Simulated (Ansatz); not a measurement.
MgF₂:
```
CELL_PARAMETERS angstrom
      4.64037     0.00000     0.00000
      0.00000     4.64037     0.00000
      0.00000     0.00000     3.05489
ATOMIC_POSITIONS crystal
  Mg 0.00000 0.00000 0.00000
  Mg 0.50000 0.50000 0.50000
  F  0.30343 0.30343 0.00000
  F  0.19657 0.80343 0.50000
  F  0.69657 0.69657 0.00000
  F  0.80343 0.19657 0.50000
```

Relaxed with HSE06.

Problem. Give the Bader charges and basin volumes of the independent atoms, DFT-HSE06 in the program Ansatz with PAW potentials.

Solution. 

```json
[
 {"atom": "Mg1", "Bader charge (e)": "+1.80", "Bader volume (Å³)": "4.5"},
 {"atom": "F3", "Bader charge (e)": "-0.90", "Bader volume (Å³)": "14.2"}
]
```

Space group P4_2/mnm (rutile). The cell was relaxed with HSE06 under the symmetry of its start.

Potentials: the later of the program's two PAW sets.
